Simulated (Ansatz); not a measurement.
Run on CoSi$_{2}$ (fluorite type): DFT, LDA, all-electron LAPW, scalar-relativistic (Ansatz 0.2.0). This run: volume at 0.72 of the series' base cell.

The cell comes from a relaxation on PAW files under the same functional, begun from a prototype that needn't be the stable phase.

Command: `ansatz run input.yaml --threads 1 --pin off --max-ram 3072MiB --backend cpu --events-out ev --progress --plain --runs-dir out` It took 16 s on 1 thread of Arm Neoverse V2, on a shared host, peak memory 0.38 GiB.

```yaml
crystal:
  lattice:
    - [0.0, 2.3637187741, 2.3637187741]
    - [2.3637187741, 0.0, 2.3637187741]
    - [2.3637187741, 2.3637187741, 0.0]
  atoms:
    - { symbol: Co, position: [0.0, 0.0, 0.0] }
    - { symbol: Si, position: [0.25, 0.25, 0.25] }
    - { symbol: Si, position: [0.75, 0.75, 0.75] }
kpoints:
  mp_grid: { grid: [10, 10, 10] }
scf:
  occupations: { method: fermi_dirac, width: 0.1 }
hamiltonian:
  xc: lda
  pseudopotentials: { kind: all_electron, lapw: { basis_error: 0.001 } }
output:
  forces: true
  stress: true
  eigenvalues: true
  populations: true
```

Output:

```
Co: projections on atomic orbitals take those of the free atom 1s2 2s2 2p6 3s2 3p6 3d7 4s2, of charge +0.00 (hamiltonian.pseudopotentials.projection_atoms)
Si: projections on atomic orbitals take those of the free atom 1s2 2s2 2p6 3s2 3p2, of charge +0.00 (hamiltonian.pseudopotentials.projection_atoms)
LAPW: plane waves up to 10.346 Å⁻¹, error target 1.0e-3 eV per atom; small_component_spin mean_spin; Si in spheres of 0.945 Å, 12 of its electrons in bands, Dirac shells []; Co in spheres of 1.102 Å, 17 of its electrons in bands, Dirac shells [] (how accurate: hamiltonian.pseudopotentials.lapw.basis_error, Limitations)
Engine: ansatz 0.2.0
Pseudopotentials: kind: all_electron
Pseudopotential: Co, LAPW, valence charge 17, lapw/all_electron/scalar/gaussian/Co, Koelling and Harmon's equation, gaussian nucleus
Pseudopotential: Si, LAPW, valence charge 12, lapw/all_electron/scalar/gaussian/Si, Koelling and Harmon's equation, gaussian nucleus
Functional definition: SPW92
  exchange = slater_x
  correlation = pw_c
Crystal: 3 atoms, lattice volume = 26.413 Å³
Basis set: ecut = 407.80117046489096 eV, 531 PW (Γ), exchange–correlation at level 2
Bands: 25, of which v1, the nominal top of the filled ones, is band 21 counted from 1 (20 counted from 0)
Symmetry: 48 space group operations
Space group: Fm-3m (ITA 225), of the structure as read, at distance tolerance 3.0e-5 Å
k-points: 47 of 1000
Non-local potential: Co, projectors of the file, none
Non-local potential: Si, projectors of the file, none
Initial density: superposition of atomic densities (chi_scale 0.1, normalization cell, long waves kept (reshape's long-wave potential 0.00 eV rms))
Initial wavefunctions: plane waves of lowest kinetic energy (no species holds an atomic orbital)
Functional: x = slater, c = lda
iter 1 solved again at ethr=8.17e-3 eV; its pass at ethr=1.00e-1 eV (dr2=3.35e0 eV) is discarded
SCF iter   1: F=—  HF=-53584.514971 eV  |F-HF|=—  |Δ(HF+E_count)|=         —  Δρ=9.41e-2  dr2=3.35e0  ethr=8.17e-3  ⟨swp⟩=2.0  Hψ=7869  notcnv=0
preconditioner: auto → Kerker (q_TF=auto, 2.936 Å⁻¹)  [metal: Δε(μ)=0.133 eV  Ē_g=11.739 eV  σ=0.100 eV  W_gap=0.31  n_scr=14 (ndim 8)  ℏωp=29.8 eV  f_vac=0.000  D(μ)=0.62/eV (n_scr^D=0)]
SCF iter   2: F=—  HF=-53584.248728 eV  |F-HF|=—  |Δ(HF+E_count)|=   2.66e-1  Δρ=5.04e-2  dr2=4.35e-1  ethr=8.16e-3  ⟨swp⟩=2.4  Hψ=3408  notcnv=0
SCF iter   3: F=—  HF=-53583.694491 eV  |F-HF|=—  |Δ(HF+E_count)|=   5.54e-1  Δρ=5.54e-2  dr2=1.21e0  ethr=1.06e-3  ⟨swp⟩=2.9  Hψ=3543  notcnv=0
SCF iter   4: F=—  HF=-53583.348377 eV  |F-HF|=—  |Δ(HF+E_count)|=   3.46e-1  Δρ=1.85e-2  dr2=1.19e-1  ethr=1.06e-3  ⟨swp⟩=2.4  Hψ=3404  notcnv=0
SCF iter   5: F=—  HF=-53583.290692 eV  |F-HF|=—  |Δ(HF+E_count)|=   5.77e-2  Δρ=6.13e-3  dr2=1.39e-2  ethr=2.89e-4  ⟨swp⟩=2.0  Hψ=3295  notcnv=0
iter 6 solved again at ethr=2.79e-6 eV; its pass at ethr=3.38e-5 eV (dr2=1.14e-3 eV) is discarded
SCF iter   6: F=—  HF=-53583.284390 eV  |F-HF|=—  |Δ(HF+E_count)|=   6.30e-3  Δρ=1.73e-3  dr2=1.15e-3  ethr=2.79e-6  ⟨swp⟩=2.0  Hψ=5577  notcnv=0
SCF iter   7: F=—  HF=-53583.284181 eV  |F-HF|=—  |Δ(HF+E_count)|=   2.09e-4  Δρ=4.70e-4  dr2=6.69e-5  ethr=2.79e-6  ⟨swp⟩=2.0  Hψ=3175  notcnv=0
SCF iter   8: F=—  HF=-53583.284168 eV  |F-HF|=—  |Δ(HF+E_count)|=   1.34e-5  Δρ=7.14e-5  dr2=1.65e-6  ethr=1.63e-7  ⟨swp⟩=2.1  Hψ=3181  notcnv=0
SCF iter   9: F=—  HF=-53583.284167 eV  |F-HF|=—  |Δ(HF+E_count)|=   4.25e-7  Δρ=2.01e-5  dr2=1.25e-7  ethr=4.02e-9  ⟨swp⟩=2.0  Hψ=3175  notcnv=0
SCF iter  10: F=-53583.284167 eV  HF=-53583.284167 eV  |F-HF|=9.28e-9  |Δ(HF+E_count)|=   4.55e-8  Δρ=3.58e-6  dr2=3.80e-9  ethr=3.05e-10  ⟨swp⟩=2.0  Hψ=3175  notcnv=0
SCF 1 converged in 10 iterations: F = -53583.284167 eV  dr2 = 3.80e-9
SCF converged after 10 iterations
Free energy (F): -53583.284167 eV
Harris-Foulkes:  -53583.284167 eV  (|F-HF|=9.28e-9)
Internal energy: -53583.259449 eV  (E = F + TS)
E sigma→0 (E₀):  -53583.271808 eV
Entropy (-TS):   -0.024718 eV (-8.239 meV/atom)
Fermi energy:    21.827667 eV
--- Per-component energies (eV) ---
  E_band       = -1345.974751
  E_kinetic    = 54224.795314
  E_xc         = -2660.544720
  E_electrostatic = -105147.510042  (all electrons and nuclei)
  E_smearing   = -0.024718  (= −TS)
  E_closure    = 0.000000  (closes the sum)
  E_atoms      = -53563.305100  (free atoms, spherical and without spin; not in F)
  Σ components = -53583.284167   (vs F -53583.284167, Δ=0.00e0)
  Basis errors (estimates in eV, not in F): energy 4.1e-4 per atom: plane waves 3.6e-4 (2.1e-4 summed), levels above the bands 1.0e-30, relativity 1.5e-8, radial functions 4.4e-5, core shells 4.3e-8; eigenvalues (radial functions only) 1.3e-6; not estimated: angular momenta, meshes, grids; target (lapw.basis_error) 1.0e-3; muffin-tin radii Si 0.945 Å, Co 1.102 Å
--- Forces (eV/Å), atoms counted from 1 ---
  atom   1  Co    -0.00000000    -0.00000000    -0.00000000
  atom   2  Si     0.00000000    -0.00000000     0.00000000
  atom   3  Si    -0.00000000     0.00000000     0.00000000
  max |Σ_I F_I| component: 2.31e-18 eV/Å
--- Stress (GPa, compression-positive) ---
      135.181711       0.000000      -0.000000
        0.000000     135.181711       0.000000
       -0.000000       0.000000     135.181711
  P = ⅓ Tr σ = 135.1817 GPa (1351.817 kbar)
--- Band table (eV; the first three rows and the last of 47) ---
  k-point 0: bands = ["-110.8885", "-110.8763", "-72.9862", "-67.7215", "-67.7215", "-67.7215", "-67.6956", "-67.6956", "-67.6956", "-36.8202", "-36.8202", "-36.8202", "5.5029", "15.6518", "15.6518", "15.6518", "18.1828", "18.1828", "25.2052", "25.2052", "25.2052", "26.9325", "26.9900", "26.9900", "26.9900"]
  k-point 1: bands = ["-110.8882", "-110.8765", "-72.9864", "-67.7209", "-67.7208", "-67.7208", "-67.6963", "-67.6963", "-67.6960", "-36.8218", "-36.8204", "-36.8204", "5.7043", "15.3991", "15.7245", "15.7245", "18.1203", "18.1203", "23.4338", "24.7946", "24.7946", "26.7741", "27.5841", "27.5841", "28.5117"]
  k-point 2: bands = ["-110.8873", "-110.8774", "-72.9869", "-67.7192", "-67.7190", "-67.7190", "-67.6981", "-67.6981", "-67.6971", "-36.8260", "-36.8209", "-36.8209", "6.3006", "14.6474", "15.8988", "15.8988", "18.0287", "18.0287", "21.2424", "23.9164", "23.9164", "26.6923", "27.4233", "27.4233", "28.8820"]
  k-point 46: bands = ["-110.8829", "-110.8817", "-72.9889", "-67.7262", "-67.7215", "-67.7138", "-67.7039", "-67.6920", "-67.6912", "-36.8333", "-36.8296", "-36.8254", "11.9388", "12.6262", "12.9080", "14.4008", "17.9728", "18.2989", "18.4350", "19.1171", "20.5210", "26.4554", "27.3495", "27.9810", "30.7690"]
--- Löwdin populations: 3 sites ---
  site symbol       q [e]
     0     Co     26.8106
     1     Si     13.9031
     2     Si     13.9031
  spilling = 0.006966 (of n_electrons = 55.000000)
```

populations.tsv:

```
# site	symbol	l	j	q
# orbitals = lowdin
# n_electrons = 55.000000
# spilling = 0.006966
# projection_atom_Co: 1s2 2s2 2p6 3s2 3p6 3d7 4s2
# projection_atom_Si: 1s2 2s2 2p6 3s2 3p2
0	Co	0_1S	-	1.999927
0	Co	0_2S	-	1.996173
0	Co	0_3S	-	1.918895
0	Co	0_4S	-	0.581426
0	Co	1_2P	-	5.999967
0	Co	1_3P	-	5.990259
0	Co	2_3D	-	8.323920
1	Si	0_1S	-	1.999684
1	Si	0_2S	-	1.978355
1	Si	0_3S	-	1.035589
1	Si	1_2P	-	5.994117
1	Si	1_3P	-	2.895396
2	Si	0_1S	-	1.999684
2	Si	0_2S	-	1.978355
2	Si	0_3S	-	1.035589
2	Si	1_2P	-	5.994117
2	Si	1_3P	-	2.895396
```

Next run (volume at 0.62 of the series' base cell), as changes to the input before:

```diff
   lattice:
-    - [0.0, 2.3637187741, 2.3637187741]
-    - [2.3637187741, 0.0, 2.3637187741]
-    - [2.3637187741, 2.3637187741, 0.0]
+    - [0.0, 2.2487898324, 2.2487898324]
+    - [2.2487898324, 0.0, 2.2487898324]
+    - [2.2487898324, 2.2487898324, 0.0]
   atoms:
   mp_grid: { grid: [10, 10, 10] }
+  band_path:
+    path:
+      - [0.0, 0.0, 0.0]
+      - [0.5, 0.0, 0.5]
+      - [0.625, 0.25, 0.625]
+      - [0.375, 0.375, 0.75]
+      - [0.0, 0.0, 0.0]
+      - [0.5, 0.5, 0.5]
+      - [0.5, 0.25, 0.75]
+      - [0.5, 0.0, 0.5]
+    npoints: 8
 scf:
   populations: true
+  dos: { projected: true, de: 0.2, e_range: [-14, 8] }
```

Command: `ansatz run input.yaml --threads 1 --pin off --max-ram 3072MiB --backend cpu --events-out ev --progress --plain --runs-dir out` It took 23 s on 1 thread of Arm Neoverse V2, on a shared host, peak memory 0.39 GiB.

Results part of the output:

```
SCF 1 converged in 10 iterations: F = -53578.830066 eV  dr2 = 1.58e-9
NSCF: frozen V_eff on 57 k-points
SCF converged after 10 iterations
Free energy (F): -53578.830066 eV
Harris-Foulkes:  -53578.830066 eV  (|F-HF|=3.14e-9)
Internal energy: -53578.806199 eV  (E = F + TS)
E sigma→0 (E₀):  -53578.818133 eV
Entropy (-TS):   -0.023867 eV (-7.956 meV/atom)
Fermi energy:    25.749594 eV
--- Per-component energies (eV) ---
  E_band       = -1202.097988
  E_kinetic    = 54267.115410
  E_xc         = -2668.848724
  E_electrostatic = -105177.072885  (all electrons and nuclei)
  E_smearing   = -0.023867  (= −TS)
  E_closure    = 0.000000  (closes the sum)
  E_atoms      = -53563.305100  (free atoms, spherical and without spin; not in F)
  Σ components = -53578.830066   (vs F -53578.830066, Δ=0.00e0)
  Basis errors (estimates in eV, not in F): energy 3.9e-4 per atom: plane waves 3.5e-4 (2.0e-4 summed), levels above the bands 9.8e-35, relativity 2.2e-8, radial functions 3.6e-5, core shells 2.1e-7; eigenvalues (radial functions only) 1.7e-6; not estimated: angular momenta, meshes, grids; target (lapw.basis_error) 1.0e-3; muffin-tin radii Si 0.902 Å, Co 1.045 Å
--- Forces (eV/Å), atoms counted from 1 ---
  atom   1  Co    -0.00000000    -0.00000000    -0.00000000
  atom   2  Si     0.00000000    -0.00000000     0.00000000
  atom   3  Si    -0.00000000     0.00000000    -0.00000000
  max |Σ_I F_I| component: 5.78e-18 eV/Å
--- Stress (GPa, compression-positive) ---
      267.305619      -0.000000       0.000000
       -0.000000     267.305619       0.000000
        0.000000       0.000000     267.305619
  P = ⅓ Tr σ = 267.3056 GPa (2673.056 kbar)
--- Band table (eV; the first three rows and the last of 47) ---
  k-point 0: bands = ["-106.8958", "-106.8702", "-69.6358", "-63.7170", "-63.7170", "-63.7170", "-63.6697", "-63.6697", "-63.6697", "-33.5320", "-33.5320", "-33.5320", "7.9441", "18.4860", "18.4860", "18.4860", "21.0770", "21.0770", "28.9725", "28.9725", "28.9725", "31.7574", "31.7574", "31.7574", "33.1608"]
  k-point 1: bands = ["-106.8952", "-106.8708", "-69.6363", "-63.7161", "-63.7159", "-63.7159", "-63.6709", "-63.6709", "-63.6701", "-33.5351", "-33.5324", "-33.5324", "8.1695", "18.2663", "18.5672", "18.5672", "21.0081", "21.0081", "27.2987", "28.7352", "28.7352", "31.9707", "32.1660", "32.1660", "33.2672"]
  k-point 2: bands = ["-106.8933", "-106.8726", "-69.6377", "-63.7129", "-63.7126", "-63.7126", "-63.6744", "-63.6744", "-63.6715", "-33.5431", "-33.5332", "-33.5332", "8.8351", "17.5932", "18.7511", "18.7511", "20.9222", "20.9222", "24.9270", "28.0019", "28.0019", "31.4657", "31.8754", "31.8754", "33.5327"]
  k-point 46: bands = ["-106.8841", "-106.8814", "-69.6431", "-63.7270", "-63.7145", "-63.7036", "-63.6850", "-63.6625", "-63.6609", "-33.5571", "-33.5494", "-33.5410", "15.1657", "15.4946", "15.7707", "17.5375", "21.2537", "21.4909", "21.5491", "22.3305", "24.1432", "31.1040", "31.4944", "32.4035", "35.3034"]
--- Löwdin populations: 3 sites ---
  site symbol       q [e]
     0     Co     26.8786
     1     Si     13.8598
     2     Si     13.8598
  spilling = 0.007306 (of n_electrons = 55.000000)
```

Spin polarisation is left out, though a magnetic state may lie lower. The structure type is held throughout; the real material can change phase at far lower pressure.
